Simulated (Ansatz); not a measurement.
BaZrO₃ (cubic perovskite, space group No. 221) at seven volumes, the program Ansatz at the r²SCAN level (PAW), scaled uniformly. One row is withheld.

```
V (Å³/atom)  P (GPa)
-----------  -------
13.532         18.93
13.978         11.58
14.424          5.33
14.870          0.01
15.316         -4.52
15.762             ?
16.209        -11.65
```

**Question.** Fit the shown pressures and predict the withheld one.

**Answer.** P = (3/2)B₀(x^(7/2) − x^(5/2))[1 + (3/4)(B′ − 4)(x − 1)] with x = (V₀/V)^(2/3). Least squares on the six rows gives V₀ = 14.871 Å³/atom, B₀ = 163 GPa, B′ = 4.37. At V = 15.762, x = 0.9620 and P = -8.35 GPa. The run itself gave -8.37 GPa.

Space group Pm-3m (cubic perovskite). The cell was relaxed with r²SCAN under the symmetry of its start; phonons on a q-mesh show weakly imaginary modes. The run is not spin-polarised. Scalar-relativistic: spin–orbit coupling is off unless named, which matters more the heavier the elements.

Potentials: the later of the program's two PAW sets.
